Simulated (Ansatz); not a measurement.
# SiW$_{3}$: zone-centre modes

The calculation used DFT PBEsol, scalar-relativistic, plane waves, PAW in Ansatz. Settings: plane waves to 420 eV, k-mesh 10×10×10 (Γ-centred), Gaussian smearing 0.15 eV. Spin–orbit coupling is left out, which can shift energies with elements as heavy as these. No spin polarisation.

Reference structure (relaxed at this level; it needn't be the usual structure):

```xyz
8
Lattice="0.0000 -5.1544 0.0000 -5.1544 0.0000 0.0000 0.0000 0.0000 -5.1544" Properties=species:S:1:pos:R:3 pbc="T T T"
Si    0.0000    0.0000    0.0000
Si   -2.5772   -2.5772   -2.5772
W    -2.5772   -2.5772    0.0000
W     0.0000    0.0000   -2.5772
W     0.0000   -2.5772    0.0000
W    -2.5772    0.0000   -2.5772
W     0.0000   -2.5772   -2.5772
W    -2.5772    0.0000    0.0000
```

Harmonic modes by finite displacements of 0.02 Å, without the LO–TO term. The cell doubles the primitive one, so its zone centre also holds the primitive cell's point q = (1/2, 1/2, 1/2).

(1) At this geometry, is the structure stable against these modes?

(2) List the wavenumbers in cm⁻¹.

Answers

(1) No: 9 modes are unstable, the strongest at 167i cm⁻¹.

(2) 167i, 167i, 167i, 164i, 164i, 164i, 89i, 89i, 89i, 0, 0, 0, 109, 109, 109, 126, 126, 126, 252, 252, 252, 269, 269, 269.

Cost: 1 run of about 7.3 core-minutes, on Intel Xeon Processor @ 2.50GHz (Skylake/Cascade Lake) (shared hosts).